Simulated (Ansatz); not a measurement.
Task: Name crystals whose computed values (DFT-r²SCAN in the program Ansatz with PAW potentials) fall in these windows: highest Γ mode, no LO–TO term (cm⁻¹) 380 to 500; B₀ by P(V) fit (GPa) 190 to 250.

Result: 

| crystal | highest Γ mode, no LO–TO term (cm⁻¹) | B₀ by P(V) fit (GPa) |
|---|---|---|
| Si2W, MoSi2 or CaC2 type | 455 | 232 |
| Si2Mo, P6_222 (Si on 6j, Mo on 3d) | 419 | 221 |
| Si2Mo, MoSi2 or CaC2 type | 441 | 217 |
| SiNi2, Pnma (Si on 4c, Ni on 4c, Ni on 4c) | 398 | 207 |
| Si2W, P6_222 (Si on 6j, W on 3d) | 422 | 237 |
Others may fit too.

Not the usual ambient phase: Si2Mo, P6_222 (Si on 6j, Mo on 3d); Si2W, P6_222 (Si on 6j, W on 3d). All cells were relaxed under the symmetry of their starts (and spin orders); stability against distortions was not tested throughout. Rows with no word on spin ran without spin polarisation. Spin–orbit coupling is left out wherever it is not named.

Potentials: the earlier of the program's two PAW sets.
